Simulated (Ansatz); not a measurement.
## LiF with Ni replacing Li: gradients before and after relaxing the atoms

Start: a supercell of LiF (rock salt type, Fm-3m) built from a COD entry, with all atoms left at the host's positions.

Space group Fm-3m (No. 225); a = 12.0840 Å.

```
site  Wyckoff  site symmetry       x       y       z
  Ni       4a           m-3m  0.0000  0.0000  0.0000
 Li2      48h           m.m2  0.1667  0.1667  0.0000
 Li5      32f            .3m  0.3333  0.1667  0.1667
Li15      24e           4m.m  0.5000  0.5000  0.3333
 F28      32f            .3m  0.1667  0.1667  0.1667
 F30      24e           4m.m  0.5000  0.5000  0.1667
 F32      48i           m.m2  0.5000  0.3333  0.3333
 F41       4b           m-3m  0.5000  0.5000  0.5000
```

One atom of each set is listed; the run and its k-mesh use a cell of 54 atoms with edges of 8.54, 8.54, 8.54 Å.

All values are calculated (Ansatz; DFT, PBE, plane waves and PAW, scalar-relativistic, collinear spin, 420 eV cutoff, Γ-centred 3×3×3 k-points, Fermi–Dirac smearing 0.01 eV, cell charge +1), not measured. Start moments as typed (μB): 2 on each Ni, none on the rest.

The largest force at the start is 0.62 eV/Å. Relaxing the ions at fixed cell moves them by 0.072 Å at most (atom 2, Li) and 0.037 Å rms.

| site | moved (Å) | first shell before | first shell after | V_zz before (10²¹ V/m²) | η before |
| --- | --- | --- | --- | --- | --- |
| Ni | 0.000 | 6 F at 2.01 Å | 6 F at 2.00 Å | 0.00 | – |
| Li2 | 0.072 | 6 F at 2.01 Å | 6 F at 1.97–2.07 Å | -0.057 | 0.66 |
| Li15 | 0.041 | 6 F at 2.01 Å | 6 F at 1.97–2.06 Å | 0.060 | 0.00 |
| F28 | 0.015 | 6 Li at 2.01 Å | 6 Li at 2.01–2.02 Å | 0.58 | 0.00 |
| F30 | 0.010 | 5 Li at 2.01 Å, 1 Ni at 2.01 Å | 1 Ni at 2.00 Å, 5 Li at 2.06–2.07 Å | 6.34 | 0.00 |
| F32 | 0.007 | 6 Li at 2.01 Å | 6 Li at 1.97–2.01 Å | 0.64 | 0.01 |

Task: How do the gradients change?

Result: 

| site | V_zz after | η after | change of V_zz |
| --- | --- | --- | --- |
| Ni | 0.00 | – | 0.00 |
| Li2 | -0.043 | 1.00 | +0.01 |
| Li15 | 0.043 | 0.00 | -0.02 |
| F28 | -0.063 | 0.00 | -0.65 |
| F30 | 6.12 | 0.00 | -0.22 |
| F32 | 0.23 | 0.85 | – |

The largest change of V_zz along a kept axis is on F28, from 0.58 to -0.063. In per cent, |V_zz| changes by -3 on F (all sites that start above 0.5, bar those whose gradient vanishes or changes sign or whose main axis turns by over 40°). V_zz changes sign on F28 (same axis). On F32 the largest principal value lies along another axis in the second run, so the two V_zz can't be compared directly. Other sites with |V_zz| of 0.02 or less aren't listed.

The defect repeats with the cell of 54 atoms, so it feels its images: sites between two images don't show the values beside a lone defect, and zeros or small values of η there can come from the images' arrangement. A uniform background compensates the cell's charge. The cell keeps the host's lattice, where the PBE pressure is 6 GPa (in a charged cell this depends on the convention for the mean potential).
Before: With these PAW files V_zz is typically within 2 to 3 % of all-electron values, but misses above 10 % occur on Li. The neighbours have not yet relaxed around the defect (largest force 0.62 eV/Å), so a real crystal will differ.
After: The relaxation keeps the site symmetry m-3m of the start, so the impurity can't leave its site; a start off the site could end lower.
